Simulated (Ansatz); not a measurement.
**CaFe2As2: pressure against volume**

CaFe2As2, I4/mmm, a = 3.882 Å, c = 11.793 Å. The structure is a Materials Project entry; whether it is the stable form wasn't checked. Ansatz: r2SCAN, PAW, 500 eV, Γ-centred 10×10×10 mesh on 5 atoms, Gaussian smearing 0.10 eV; collinear spin, largest moment 2.8 μB. Shape and atoms are relaxed at each volume; pressure is positive in compression.

| V (Å³/atom) | P (GPa) |
| --- | --- |
| 15.640 | ? |
| 16.173 | 7.85 |
| 16.706 | 4.68 |
| 17.239 | 2.17 |
| 17.773 | 0.00 |
| 18.306 | -0.99 |
| 18.839 | -2.59 |
| 19.550 | -4.52 |

**Question.** Take V0 = 17.773 Å³/atom, fit the third-order Birch–Murnaghan form to the other rows, and predict the missing pressure.

**Answer.** With the Eulerian strain f = ½[(V0/V)^(2/3) − 1] and y = P/[3f(1 + 2f)^(5/2)], the form is the line y = B0 + 1.5 B0 (B0′ − 4) f. Rows (f, y): 0.03246, 68.9; 0.02107, 66.8; 0.01027, 66.9; -0.00975, 35.6; -0.01904, 50.0; -0.03078, 57.4. Means f = 0.0007050, y = 57.600; Σ(Δf)² = 0.003005, ΣΔfΔy = 1.022; the slope is their ratio. y = 57.36 + 339.9 f GPa, so B0 = 57.4 GPa and B0′ = 4 + 2 × (339.9)/(3 × 57.36) = 7.95. At V = 15.640, f = 0.04449, y = 72.48 and P = 11.97 GPa. The run gave 11.69 GPa, so the fit is 0.28 GPa too high, within the rms miss on the fitted rows (0.41 GPa).

The state reached may not be the lowest one. Only parallel moments were tried here.